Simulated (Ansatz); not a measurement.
Relaxation of a relaxed ZnSnN2 cell displaced along its unstable phonon at q = Γ (413i cm⁻¹), largest move 0.15 Å; 4 atoms in the cell, which starts as P-4m2 (No. 115), tP4; a = 4.1178 Å, b = 4.1178 Å, c = 3.0400 Å, α = 90.00°, β = 90.00°, γ = 90.00°. Method: PBEsol (plane waves to 420 eV, PAW, scalar-relativistic; Ansatz, a program for electronic structure). Γ-centred k-mesh 8×8×11 on the run's cell (coarser than for final values), Fermi–Dirac smearing 0.05 eV. This is the first round of the run. 

The optimiser's lines from the output (shortened; P is positive under compression):

```
relax step   1: F+E_penalty+E_count = -9983.71797444 eV  Δ(F+E_penalty+E_count) = +0.000e0 eV  max|allowed force component| = 1.213e0 eV/Å  Δτ_max = 0.0000 Å  P = -1.426 GPa  Ω = 51.547 Å³  (8 SCF iters, dr2 threshold 1.00e-7 eV, accepted)
relax step   2: F+E_penalty+E_count = -9984.49017942 eV  Δ(F+E_penalty+E_count) = -7.722e-1 eV  max|allowed force component| = 1.953e0 eV/Å  Δτ_max = 0.1909 Å  P = -5.162 GPa  Ω = 52.441 Å³  (8 SCF iters, dr2 threshold 4.00e-7 eV, accepted)
relax step   3: F+E_penalty+E_count = -9985.45040715 eV  Δ(F+E_penalty+E_count) = -9.602e-1 eV  max|allowed force component| = 1.758e0 eV/Å  Δτ_max = 0.1960 Å  P = -5.356 GPa  Ω = 51.165 Å³  (7 SCF iters, dr2 threshold 4.00e-7 eV, accepted)
relax step   4: F+E_penalty+E_count = -9986.31132751 eV  Δ(F+E_penalty+E_count) = -8.609e-1 eV  max|allowed force component| = 9.671e-1 eV/Å  Δτ_max = 0.1922 Å  P = -4.900 GPa  Ω = 50.111 Å³  (7 SCF iters, dr2 threshold 4.00e-7 eV, accepted)
relax step   5: F+E_penalty+E_count = -9986.82799471 eV  Δ(F+E_penalty+E_count) = -5.167e-1 eV  max|allowed force component| = 6.151e-1 eV/Å  Δτ_max = 0.1735 Å  P = +1.245 GPa  Ω = 48.509 Å³  (7 SCF iters, dr2 threshold 4.00e-7 eV, accepted)
relax step   6: F+E_penalty+E_count = -9986.99243332 eV  Δ(F+E_penalty+E_count) = -1.644e-1 eV  max|allowed force component| = 5.394e-1 eV/Å  Δτ_max = 0.0244 Å  P = -0.661 GPa  Ω = 49.565 Å³  (6 SCF iters, dr2 threshold 4.00e-7 eV, accepted)
relax step   7: F+E_penalty+E_count = -9987.13686325 eV  Δ(F+E_penalty+E_count) = -1.444e-1 eV  max|allowed force component| = 3.187e-1 eV/Å  Δτ_max = 0.0750 Å  P = +3.536 GPa  Ω = 49.121 Å³  (8 SCF iters, dr2 threshold 4.00e-7 eV, accepted)
relax step   8: F+E_penalty+E_count = -9987.18281319 eV  Δ(F+E_penalty+E_count) = -4.595e-2 eV  max|allowed force component| = 6.441e-2 eV/Å  Δτ_max = 0.0165 Å  P = -0.666 GPa  Ω = 50.322 Å³  (6 SCF iters, dr2 threshold 4.00e-7 eV, accepted)
relax step   9: F+E_penalty+E_count = -9987.18419366 eV  Δ(F+E_penalty+E_count) = -1.380e-3 eV  max|allowed force component| = 1.359e-2 eV/Å  Δτ_max = 0.0049 Å  P = +0.163 GPa  Ω = 50.130 Å³  (6 SCF iters, dr2 threshold 4.00e-7 eV, accepted)
relax step  10: F+E_penalty+E_count = -9987.18413381 eV  Δ(F+E_penalty+E_count) = +5.985e-5 eV  max|allowed force component| = 4.322e-5 eV/Å  Δτ_max = 0.0009 Å  P = +0.001 GPa  Ω = 50.166 Å³  (6 SCF iters, dr2 threshold 1.26e-7 eV, accepted)
relax step  11: F+E_penalty+E_count = -9987.40449955 eV  Δ(F+E_penalty+E_count) = -2.204e-1 eV  max|allowed force component| = 2.044e-2 eV/Å  Δτ_max = 0.0000 Å  P = +3.713 GPa  Ω = 50.166 Å³  stress off target by 1.08e1 GPa  SCF on the basis re-selected at this cell (its energy is not comparable with the rows above)  (9 SCF iters)
relax step  12: F+E_penalty+E_count = -9987.52196668 eV  Δ(F+E_penalty+E_count) = -1.175e-1 eV  max|allowed force component| = 1.339e-2 eV/Å  Δτ_max = 0.0092 Å  P = +2.757 GPa  Ω = 50.991 Å³  (6 SCF iters, dr2 threshold 4.00e-7 eV, accepted)
relax step  13: F+E_penalty+E_count = -9987.61199998 eV  Δ(F+E_penalty+E_count) = -9.003e-2 eV  max|allowed force component| = 5.283e-3 eV/Å  Δτ_max = 0.0052 Å  P = +1.641 GPa  Ω = 51.749 Å³  (6 SCF iters, dr2 threshold 4.00e-7 eV, accepted)
relax step  14: F+E_penalty+E_count = -9987.67558638 eV  Δ(F+E_penalty+E_count) = -6.359e-2 eV  max|allowed force component| = 1.910e-2 eV/Å  Δτ_max = 0.0063 Å  P = +0.978 GPa  Ω = 52.281 Å³  (6 SCF iters, dr2 threshold 4.00e-7 eV, accepted)
relax step  15: F+E_penalty+E_count = -9987.70767827 eV  Δ(F+E_penalty+E_count) = -3.209e-2 eV  max|allowed force component| = 2.327e-2 eV/Å  Δτ_max = 0.0029 Å  P = +0.411 GPa  Ω = 52.631 Å³  (6 SCF iters, dr2 threshold 4.00e-7 eV, accepted)
relax step  16: F+E_penalty+E_count = -9987.70912661 eV  Δ(F+E_penalty+E_count) = -1.448e-3 eV  max|allowed force component| = 1.858e-3 eV/Å  Δτ_max = 0.0024 Å  P = -0.025 GPa  Ω = 52.799 Å³  (6 SCF iters, dr2 threshold 4.00e-7 eV, accepted)
relax step  17: F+E_penalty+E_count = -9987.70915822 eV  Δ(F+E_penalty+E_count) = -3.161e-5 eV  max|allowed force component| = 7.262e-5 eV/Å  Δτ_max = 0.0001 Å  P = +0.001 GPa  Ω = 52.791 Å³  (6 SCF iters, dr2 threshold 3.06e-9 eV, accepted)
relax step  18: F+E_penalty+E_count = -9987.77674035 eV  Δ(F+E_penalty+E_count) = -6.758e-2 eV  max|allowed force component| = 1.146e-2 eV/Å  Δτ_max = 0.0000 Å  P = +1.180 GPa  Ω = 52.791 Å³  stress off target by 3.39e0 GPa  SCF on the basis re-selected at this cell (its energy is not comparable with the rows above)  (8 SCF iters)
relax step  19: F+E_penalty+E_count = -9987.79452630 eV  Δ(F+E_penalty+E_count) = -1.779e-2 eV  max|allowed force component| = 6.462e-3 eV/Å  Δτ_max = 0.0038 Å  P = +0.526 GPa  Ω = 53.167 Å³  (6 SCF iters, dr2 threshold 4.00e-7 eV, accepted)
relax step  20: F+E_penalty+E_count = -9987.79619013 eV  Δ(F+E_penalty+E_count) = -1.664e-3 eV  max|allowed force component| = 1.677e-2 eV/Å  Δτ_max = 0.0019 Å  P = -0.254 GPa  Ω = 53.499 Å³  (6 SCF iters, dr2 threshold 4.00e-7 eV, accepted)
relax step  21: F+E_penalty+E_count = -9987.79655156 eV  Δ(F+E_penalty+E_count) = -3.614e-4 eV  max|allowed force component| = 4.105e-3 eV/Å  Δτ_max = 0.0002 Å  P = -0.023 GPa  Ω = 53.419 Å³  (6 SCF iters, dr2 threshold 2.26e-7 eV, accepted)
relax step  22: F+E_penalty+E_count = -9987.79657287 eV  Δ(F+E_penalty+E_count) = -2.132e-5 eV  max|allowed force component| = 1.411e-3 eV/Å  Δτ_max = 0.0002 Å  P = +0.001 GPa  Ω = 53.413 Å³  (6 SCF iters, dr2 threshold 1.58e-9 eV, accepted)
relax step  23: F+E_penalty+E_count = -9987.80006909 eV  Δ(F+E_penalty+E_count) = -3.496e-3 eV  max|allowed force component| = 3.262e-4 eV/Å  Δτ_max = 0.0000 Å  P = +0.022 GPa  Ω = 53.413 Å³  stress off target by 2.30e-1 GPa  SCF on the basis re-selected at this cell (its energy is not comparable with the rows above)  (6 SCF iters)
relax step  24: F+E_penalty+E_count = -9987.80015528 eV  Δ(F+E_penalty+E_count) = -8.618e-5 eV  max|allowed force component| = 6.240e-5 eV/Å  Δτ_max = 0.0004 Å  P = +0.002 GPa  Ω = 53.434 Å³  (6 SCF iters, dr2 threshold 1.33e-7 eV, accepted)
relax step  25: F+E_penalty+E_count = -9987.80022058 eV  Δ(F+E_penalty+E_count) = -6.531e-5 eV  max|allowed force component| = 1.205e-4 eV/Å  Δτ_max = 0.0000 Å  P = +0.002 GPa  Ω = 53.434 Å³  stress off target by 1.75e-2 GPa  SCF on the basis re-selected at this cell (its energy is not comparable with the rows above)  (6 SCF iters)
```

From the first to the last row the energy changes by -1.02 eV/atom and the volume by +3.7 %. The last row is marked as not comparable with the walk above it, whose basis was carried along; it does compare with step 1, since both stand on a basis selected at the nominal cutoff for their own cell.

Energy and pressure jump between steps 10 and 11 at one geometry, where the plane-wave basis was selected anew. While the cell walks, the set of plane waves is carried along, so its effective cutoff drifts with the strain; re-selecting it at 420 eV moved the energy by -0.055 eV/atom and the pressure by 3.7 GPa. Only step 1 and rows on a re-selected basis compare with each other.

Later rounds, restarted from the end of this one on a renewed k-mesh, logged 5 more steps and released under 0.01 eV/atom more. The final structure after all rounds: P-4m2 (No. 115), tP4; a = b = 3.377 Å, c = 4.684 Å, α = β = γ = 90.00°. Between re-selections the logged energies stand on a plane-wave basis carried along with the cell. No spin polarisation in the result.

The run could not lose the symmetry of its start: the end is stationary, and may be a saddle point rather than a minimum.

The relaxed structure here is a generated cell of ZnSnN2: the first start was made by placing the elements on the sites of a structure type, and the end was not matched to a known phase here, so it may be hypothetical.
